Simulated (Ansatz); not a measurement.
Bi$_{2}$CuTe$_{3}$:
```yaml
crystal:
  lattice:
    - [4.20577, 0.00000, 0.00000]
    - [-2.10288, 3.64230, 0.00000]
    - [0.00000, 0.00000, 11.13544]
  atoms:
    - { symbol: Te, position: [0.33333, 0.66667, 0.63031] }
    - { symbol: Bi, position: [0.66667, 0.33333, 0.81051] }
    - { symbol: Te, position: [0.00000, 0.00000, 0.00000] }
    - { symbol: Bi, position: [0.33333, 0.66667, 0.18949] }
    - { symbol: Te, position: [0.66667, 0.33333, 0.36969] }
    - { symbol: Cu, position: [0.00000, 0.00000, 0.50000] }
```

Relaxed with r²SCAN+D4. Special points in fractions of this cell's reciprocal vectors: Γ (0.000, 0.000, 0.000); M (0.500, 0.000, 0.000); K (0.333, 0.333, 0.000); A (0.000, 0.000, 0.500); L (0.500, 0.000, 0.500); H (0.333, 0.333, 0.500).

Question: List the band energies nearest the Fermi level at these points for r²SCAN+D4 with spin–orbit coupling (plane waves, PAW; program Ansatz).

Answer: In eV from the Fermi level; about four levels below and three above (degenerate sets whole), none deeper than 8.9 eV; points with the same levels are listed once.

```
k                    below                above
-  -----------------------  -------------------
Γ  -0.07 -0.07 -0.01 -0.01  0.54 0.54 1.46 1.46
M  -1.54 -1.54 -0.40 -0.40  1.35 1.35 1.47 1.47
K  -1.76 -1.76 -0.98 -0.98  1.54 1.54 2.19 2.19
A  -0.33 -0.33 -0.22 -0.22  0.76 0.76 1.42 1.42
L  -0.70 -0.70 -0.69 -0.69  0.41 0.41 1.12 1.12
H  -0.80 -0.80 -0.75 -0.75  0.04 0.04 0.16 0.16
```

Space group P-3m1. The cell is a constructed one: a structure type filled with these elements; neither database checked (COD, Materials Project) lists it. Whether it is the stable phase at ambient conditions was not checked. Symmetry was held in the r²SCAN+D4 relaxation; its stability against distortions is not shown here. The run is not spin-polarised. With an odd number of electrons in the cell and no spin polarisation, the count alone makes it a metal.

Potentials: the later of the program's two PAW sets.
